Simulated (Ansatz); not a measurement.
# Computed properties of Gd

Gd:
```xyz
1
Lattice="3.2668 0.0000 0.0000 0.0000 3.2668 0.0000 0.0000 0.0000 3.2668" Properties=species:S:1:pos:R:3 pbc="T T T"
Gd     0.0000     0.0000     0.0000
```
The run is spin-polarised; directions of the spins, atom by atom: ↑.

Space group Pm-3m (No. 221), simple cubic; conventional cell a = b = c = 3.2668 Å, α = β = γ = 90.00°.

Method: DFT-PBE in the program Ansatz with PAW potentials. The cell and atoms are relaxed at this level. Other levels are named where they apply.

**Cell and energy**

* **Volume per atom**: 34.86 Å³
* **Density**: 7.49 g/cm³

**Electronic structure**

- Electronic character: metallic (no gap)
- Density of states at the Fermi level: 1.5 states/eV per atom (mean over ±0.08 eV)

**Magnetism**

- Magnetic order: ferromagnetic
- Net moment: 7.90 μB per atom

**Mechanics**

- Bulk modulus (Birch–Murnaghan fit): 25.9 GPa
- Pressure derivative B′: 3.1
- Elastic constants (relaxed ions, GPa): C11 = 69.0, C12 = 3.6, C44 = -18.7
- Mechanical stability: unstable (C has a negative eigenvalue)

The cell is a constructed one: a structure type filled with these elements; neither database checked (COD, Materials Project) lists it. It is not the phase usual at ambient conditions (space group No. 194). The PBE relaxation kept the symmetry of its start. Spin order of the final state: ferromagnetic, chosen from 3 collinear starts compared on coarse meshes (ties went to the first, and starts can fall back to one state), not a proven ground state. The 4f shell is in the valence, and the state reached may lie above the lowest one. No Hubbard U is applied. As this level gives no gap, shear constants depend on the k-mesh and smearing (Fermi–Dirac, 0.1 eV here). Scalar-relativistic: spin–orbit coupling is off unless named, which matters more the heavier the elements.

Potentials: the later of the program's two PAW sets.
